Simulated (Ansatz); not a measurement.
Theory: DFT PBE, scalar-relativistic, plane waves, PAW in Ansatz. All cells share a 420 eV cutoff and Γ-centred k meshes spaced at most about 0.3 Å⁻¹ (about 0.25 or finer for metals, 2π included). Collinear spin in cells that started with moments and kept them past the coarse steps, no spin elsewhere.

All energies are static (0 K, no zero-point motion). All come from trial cells, and lower structures may exist.

Question: Which of these relaxed structures of CoSi3Ir is the lowest in energy?
A.

```
Co Si Ir
1.0
     4.61843    0.00000    0.00000
     0.00000    4.61843    0.00000
     0.00000    0.00000    4.61843
Co Si Ir
1 3 1
Direct
  0.50000 0.50000 0.50000
  0.50000 0.00000 0.00000
  0.00000 0.50000 0.00000
  0.00000 0.00000 0.50000
  0.00000 0.00000 0.00000
```

B.

```
Co Si Ir
1.0
     4.24313    0.00000    0.00000
     0.00000    4.24313    0.00000
     0.00000    0.00000    4.24313
Co Si Ir
1 3 1
Cartesian
  2.1216 2.1216 2.1216
  2.1216 2.1216 0.0000
  0.0000 2.1216 2.1216
  2.1216 0.0000 2.1216
  0.0000 0.0000 0.0000
```

C.

```
Co Si Ir
1.0
     3.27836    0.00000    0.00000
     0.00000    3.27836    0.00000
     0.00000    0.00000    9.06451
Co Si Ir
1 3 1
Direct
  0.00000 0.00000 0.00000
  0.00000 0.00000 0.75979
  0.00000 0.00000 0.24021
  0.00000 0.00000 0.50000
  0.50000 0.50000 0.00000
```

Answer: B. It has the antiperovskite type, space group Pm-3m (No. 221); the next, A, with the antiperovskite type, space group Pm-3m (No. 221), lies 0.42 eV/atom higher. Largest moments: B no spin, A 1.9 μB, C no spin. Counting Si atoms around Co and Ir (those within 1.25 times the shortest such distance or 1.15 times the sum of covalent radii; the shortest distance is added where it is long for a bond), the lowest has Co 6, Ir 12 from 3.0 Å and the next has Co 12 from 3.3 Å, Ir 6. Even the lowest lies +0.47 eV/atom against the elements.

Spin–orbit coupling, which can matter for Ir, is left out. The magnetic state reached may not be the lowest. Trial moments died out on the coarse mesh in Pm-3m and P4/mmm; another magnetic start might hold. Cells relaxed within their symmetry can be saddle points. Some candidate types were left out of the draw beforehand, so a known form may be missing.
